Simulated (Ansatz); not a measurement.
**SiO2: gradients before and after relaxing the atoms**

Start: a COD entry (listed for 1.1 GPa), atoms as given.

Space group P4_12_12 (No. 92); a = 4.8757, c = 6.7163 Å.

| site | Wyckoff | site symmetry | x | y | z |
| --- | --- | --- | --- | --- | --- |
| Si | 4a | ..2 | 0.3125 | 0.3125 | 0.0000 |
| O | 8b | 1 | 0.2356 | 0.1269 | 0.1904 |

One atom of each set is listed.

Level of theory: DFT, PBE, plane waves and PAW (field gradients read without the response of the frozen cores, which leaves them typically 4 to 6 % off), scalar-relativistic, 420 eV cutoff, Γ-centred 5×5×4 k-points, Fermi–Dirac smearing 0.02 eV (Ansatz 0.2.0).

The largest force at the start is 0.50 eV/Å. Relaxing the ions at fixed cell moves them by 0.059 Å at most (atom 11, O) and 0.050 Å rms. End positions:

Si (0.3154, 0.3154, 0.0000)
O (0.2321, 0.1365, 0.1952)

| site | moved (Å) | first shell before | first shell after | V_zz before (10²¹ V/m²) | η before |
| --- | --- | --- | --- | --- | --- |
| Si | 0.020 | 4 O at 1.60–1.61 Å | 4 O at 1.62–1.63 Å | -0.67 | 0.73 |
| O | 0.059 | 2 Si at 1.60–1.61 Å, angle 140° | 2 Si at 1.62–1.63 Å, angle 137° | 9.04 | 0.21 |

Question: What are V_zz and η after the relaxation?

Answer: 

```json
{"site": "Si", "V_zz after": "-0.43", "η after": "0.82", "change of V_zz": "+0.24"}
{"site": "O", "V_zz after": "9.30", "η after": "0.27", "change of V_zz": "+0.26"}
```

The largest change of V_zz is on O, from 9.04 to 9.30. In per cent, |V_zz| changes by -35 on Si, +3 on O (all sites that start above 0.5).
